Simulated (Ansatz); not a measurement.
Space group Fm-3m (No. 225). a = 12.423 Å, b = 12.423 Å, c = 12.423 Å, α = 90.00°, β = 90.00°, γ = 90.00°
```csv
atom,site,symmetry,x,y,z
K,4b,m-3m,0.5000,0.0000,0.0000
Cs,8c,-43m,0.2500,0.2500,0.7500
Sc,4a,m-3m,0.0000,0.0000,0.0000
I,24e,4m.m,0.2320,0.0000,0.0000
```

Equation of state of this Cs₂KScI₆ structure (not necessarily the ground state), with shape and atoms relaxed at each volume where symmetry leaves them free. The calculation used Ansatz 0.2.0, DFT r2SCAN, scalar-relativistic, plane waves, PAW.

Cutoff 500 eV; k points 4×4×4 on the computed 10-atom cell (Γ-centred); Gaussian smearing, width 0.02 eV; no spin polarisation.

```json
{"V (Å³/atom)": "45.059", "E − E(largest V) (meV/atom)": "1.84", "P (GPa)": "0.94", "gap on mesh (eV)": "2.73"}
{"V (Å³/atom)": "46.497", "E − E(largest V) (meV/atom)": "-4.19", "P (GPa)": "0.42", "gap on mesh (eV)": "2.72"}
{"V (Å³/atom)": "47.935", "E − E(largest V) (meV/atom)": "-6.01", "P (GPa)": "0.00", "gap on mesh (eV)": "2.72"}
{"V (Å³/atom)": "49.373", "E − E(largest V) (meV/atom)": "-4.40", "P (GPa)": "-0.34", "gap on mesh (eV)": "2.71"}
{"V (Å³/atom)": "50.811", "E − E(largest V) (meV/atom)": "0.00", "P (GPa)": "-0.63", "gap on mesh (eV)": "2.71"}
```

Question: Fit a third-order Birch–Murnaghan equation to E(V).

Answer: V0 = 47.93 Å³/atom, B0 = 13 GPa, B0' = 5.8.

Spin-orbit coupling is left out, which matters for the bands of heavy elements.

Cost: 5 runs of about 25 core-minutes in all, on AMD EPYC (Zen 3) (shared hosts).